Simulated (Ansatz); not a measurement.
Nb$_{3}$Ir, in the lowest among the structures calculated here: Pm-3n (No. 223), cP8, A15 (Cr3Si type); a = 5.1115 Å, b = 5.1115 Å, c = 5.1115 Å, α = 90.00°, β = 90.00°, γ = 90.00°; Nb 6c (0.000, 0.500, 0.250); Ir 2a (0.000, 0.000, 0.000). All values below come from PBEsol (plane waves to 420 eV, PAW, scalar-relativistic; Ansatz, a first-principles code). Element references, the lowest calculated here: Nb (Im-3m), Ir (Fm-3m).

Task: Estimate the formation energy of this Pm-3n form of Nb3Ir from the elements that PBEsol returns for this input.

Result: -0.43 eV/atom.

Static energies, no anion corrections, no zero-point energy. Values are rounded to 0.01 eV/atom. Spin-orbit coupling is missing from these energies, which matters for elements this heavy. The compounds carry no spin polarisation.
